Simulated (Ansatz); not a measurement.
The start is a generated cell, Cs built in the AFLOW prototype A_hR1_166_a (A10, as in Hg). A full variable-cell relaxation at zero pressure is run with r2SCAN (plane waves to 500 eV, PAW, scalar-relativistic; Ansatz, an electronic-structure program). The first steps use a coarse 7×7×7 k-mesh.

The start:
```yaml
crystal:
  lattice:
    - [2.91920, 1.68540, 3.75075]
    - [-2.91920, 1.68540, 3.75075]
    - [0.00000, -3.37080, 3.75075]
  atoms:
    - { symbol: Cs, position: [0.00000, 0.00000, 0.00000] }
```

Q: Does the structure survive the relaxation? Give the final space group.

A: The space group goes from R-3m (No. 166) to Fm-3m (No. 225); the end is fcc (Cu type), with 1 atom in the primitive cell.

Q: How much energy is released per atom?

A: 0.04 eV/atom.

Q: Write out the relaxed structure.

A: 
```cif
data_Cs4
_chemical_formula_sum 'Cs4'
_space_group_name_H-M_alt 'Fm-3m'
_space_group_IT_number 225
_space_group_name_Hall '-F 4 2 3'
_cell_length_a 7.90095
_cell_length_b 7.90095
_cell_length_c 7.90095
_cell_angle_alpha 90.000
_cell_angle_beta 90.000
_cell_angle_gamma 90.000
loop_
_atom_site_label
_atom_site_type_symbol
_atom_site_symmetry_multiplicity
_atom_site_Wyckoff_symbol
_atom_site_fract_x
_atom_site_fract_y
_atom_site_fract_z
_atom_site_occupancy
Cs1 Cs 4 a 0.00000 0.00000 0.00000 1
```
(The calculation used a cell of 1 atom; values per cell refer to that cell.)

Final values are on a 10×10×10 k-mesh of the relaxed cell. No spin polarisation in the result.

The run could not lose the symmetry of its start.

The relaxed structure has the type that Cs is known to take under pressure; here it was relaxed at zero pressure, from a generated start.
